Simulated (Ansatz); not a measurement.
YTl (CsCl type, Pm-3m) at seven volumes, DFT-r²SCAN in the program Ansatz with PAW potentials, scaled uniformly. One row is withheld.

```json
[
 {"V (Å³/atom)": "24.523", "P (GPa)": "7.32"},
 {"V (Å³/atom)": "25.331", "P (GPa)": "?"},
 {"V (Å³/atom)": "26.140", "P (GPa)": "2.03"},
 {"V (Å³/atom)": "26.948", "P (GPa)": "0.00"},
 {"V (Å³/atom)": "27.757", "P (GPa)": "-1.68"},
 {"V (Å³/atom)": "28.565", "P (GPa)": "-3.08"},
 {"V (Å³/atom)": "29.373", "P (GPa)": "-4.26"}
]
```

Question: Fit the shown pressures and predict the withheld one.

Answer: Third-order Birch–Murnaghan: P = (3/2)B₀(x^(7/2) − x^(5/2))[1 + (3/4)(B′ − 4)(x − 1)] with x = (V₀/V)^(2/3). Least squares on the six rows gives V₀ = 26.952 Å³/atom, B₀ = 61.28 GPa, B′ = 4.97. At V = 25.331, x = 1.0422 and P = 4.44 GPa. The run itself gave 4.45 GPa.

The workflow started from an entry of the Crystallography Open Database (COD). Whether it is the stable phase at ambient conditions was not checked. The r²SCAN relaxation kept the symmetry of its start; its stability against distortions is not shown here. No spin polarisation was allowed. Scalar-relativistic: spin–orbit coupling is off unless named, which matters more the heavier the elements.

Potentials: the later of the program's two PAW sets.
